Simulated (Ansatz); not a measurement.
**Property card for Li6SI2O**

Li$_{6}$SI$_{2}$O:
Space group Fm-3m (No. 225); a = b = c = 8.8244 Å, α = β = γ = 90.00°

| atom | site | symmetry | x | y | z |
|---|---|---|---|---|---|
| Li | 24e | 4m.m | 0.0000 | 0.0000 | 0.2759 |
| I | 8c | -43m | 0.2500 | 0.2500 | 0.2500 |
| S | 4a | m-3m | 0.0000 | 0.0000 | 0.0000 |
| O | 4b | m-3m | 0.5000 | 0.5000 | 0.5000 |
(The calculation used a cell of 10 atoms; values per cell refer to that cell.)

Space group Fm-3m (No. 225); conventional cell a = 8.824 Å, b = 8.824 Å, c = 8.824 Å, α = 90.00°, β = 90.00°, γ = 90.00°.

Method: the program Ansatz at the r²SCAN level (PAW). The cell and atoms are relaxed at this level. Other levels are named where they apply.

Cell and energy:

```
Quantity                                                       Value
-----------------------------------------------------  -------------
Volume per atom                                             17.18 Å³
Density                                                   3.32 g/cm³
Formation energy from the elements (no fitted shifts)  -1.52 eV/atom
```

Electronic structure:

```
Item                                                                               Value
------------------------------------------------  --------------------------------------
Band gap                                                                4.21 eV (direct)
Valence-band maximum                                                                at X
Conduction-band minimum                                      at X (3 equivalent valleys)
Electron effective mass                           0.18, 0.62, 0.62 mₑ (principal values)
Electron effective mass with spin–orbit coupling  0.18, 0.62, 0.62 mₑ (principal values)
Hole effective mass with spin–orbit coupling      0.83, 0.98, 0.98 mₑ (principal values)
HSE06 gap on the r²SCAN cell                                                     4.60 eV
Gap with spin–orbit coupling                                                     4.15 eV
```

Mechanics:

```
Quantity                                                                      Result
--------------------------------------------  --------------------------------------
Bulk modulus (Birch–Murnaghan fit)                                          371 kbar
Pressure derivative B′                                                           4.1
Elastic constants (relaxed ions, GPa)             C11 = 64.2, C12 = 23.5, C44 = 25.8
Mechanical stability                          stable (all eigenvalues of C positive)
Hill bulk and shear moduli                                         37.1 and 23.5 GPa
Young's modulus                                                             58.1 GPa
Poisson's ratio                                                                 0.24
Debye temperature from the elastic constants                                   340 K
```

Charges:

```
Quantity                                      Result
-------------  -------------------------------------
Bader charges  Li +0.90, I -0.94, S -1.72, O -1.78 e
```

The start of the workflow was typed in or built on a structure type; neither database checked (COD, Materials Project) lists it. Whether it is the stable phase at ambient conditions was not checked. Symmetry was held in the r²SCAN relaxation; its stability against distortions is not shown here. The volume moved by 21 % from the start of the relaxation. The references are the lowest solids computed at this level, not always the standard phases (solids in place of the gases). Scalar-relativistic: spin–orbit coupling is off unless named, which matters more the heavier the elements.

Potentials: the later of the program's two PAW sets.
